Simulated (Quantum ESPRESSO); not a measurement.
Field gradients of Mg$_{4}$SO$_{3}$ from the PAW reconstruction of the field gradient on a scalar-relativistic PBE ground state (a modified build of Quantum ESPRESSO, JTH datasets), 22.5 Ha, k-mesh 5×5×5 through Γ:

```
CELL_PARAMETERS angstrom
      4.58180     0.00000     0.00000
      0.00000     4.58180     0.00000
      0.00000     0.00000     4.58180
ATOMIC_POSITIONS crystal
  Mg 0.00000 0.00000 0.00000
  S  0.50000 0.00000 0.00000
  Mg 0.00000 0.50000 0.50000
  O  0.50000 0.50000 0.50000
  Mg 0.50000 0.00000 0.50000
  O  0.00000 0.00000 0.50000
  Mg 0.50000 0.50000 0.00000
  O  0.00000 0.50000 0.00000
```
The cell was made here from a computed Materials Project entry: one of 4 O replaced by S, cell and atoms relaxed (PBE without dispersion, pw.x of Quantum ESPRESSO, symmetry kept). The parent is MgO in Fm-3m. The swapped cell is a model, not a known phase. Stability against distortions was not tested.

Vzz is the sum of three terms, each taken along its main axis: the smooth valence density, the ions (nucleus and frozen core) with the augmentation charges of all other spheres, and the all-electron minus smooth density in the atom's own sphere. The split hangs on the datasets.  Cores are frozen. Against all-electron runs on small test molecules, this scheme's |Vzz| missed by −2 to +6 % on O. Mg had no test against all-electron runs.

| site | smooth valence density | ions and other spheres | own sphere | Vzz (a.u.) |
|---|---|---|---|---|
| Mg1 (atoms 1, 5, 7) | -0.057 | 0.066 | … | … |
| O (atoms 4, 6, 8) | 0.033 | -0.019 | … | … |

Question: What belongs in the gaps?

Answer: 
- Mg1 (atoms 1, 5, 7), own sphere: -0.189
- Mg1 (atoms 1, 5, 7), Vzz (a.u.): -0.181
- O (atoms 4, 6, 8), own sphere: 0.051
- O (atoms 4, 6, 8), Vzz (a.u.): 0.065
